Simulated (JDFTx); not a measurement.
System: AlCo(100) (Pm-3m bulk; lattice of mp-284, not re-optimised at this level), 1x1 cell of 7 atoms in 7 planes (Al outermost, slab composition Al4Co3), area 7.95 Å² a face, 8.5 Å between the outermost planes in a cell 24.5 Å high; k mesh 10×10×1, Fermi width 0.004 Ha, spin-polarised from a ferromagnetic start. Whether this polymorph is the ambient one wasn't checked.

Profiles through the double layer of this slab, charged, in linear PCM (GLSSA13), water, 1 M NaCl; PBE, GBRV ultrasoft potentials, plane waves to 20/100 Ha, JDFTx (a modified build). z is the height above the outermost atoms, φ the plane-averaged electrostatic potential energy of an electron (zero in the bulk liquid), ρ_b the bound charge of solvent and ions, s the cavity shape function (0 in the solid, 1 in the liquid).

```csv
z (Å),n (e/Å³),s,φ (eV),ρ_b (10⁻³ e/Å³)
0.99,0.0839,0.00,-3.080,-0.01
1.44,0.0356,0.00,-1.565,-1.47
1.90,0.0123,0.00,-0.334,-11.79
2.35,0.0042,0.20,-0.059,-2.56
2.80,0.0015,0.81,-0.041,1.25
3.26,0.0005,0.99,-0.035,0.56
3.71,0.0002,1.00,-0.030,0.20
4.16,0.0001,1.00,-0.025,0.07
4.62,0.0000,1.00,-0.022,0.02
5.07,0.0000,1.00,-0.019,0.00
5.53,0.0000,1.00,-0.016,-0.01
5.98,0.0000,1.00,-0.014,-0.01
6.43,0.0000,1.00,-0.012,-0.01
6.89,0.0000,1.00,-0.010,-0.01
7.34,0.0000,1.00,-0.009,-0.01
7.79,0.0000,1.00,-0.008,0.00
```

Is the electrode positively or negatively charged, and roughly by how much?

Positively: σ = 10.0 μC/cm² per face. The liquid's bound charge is of the opposite sign overall, and far from the surface φ decays with the screening length (3.0 Å).
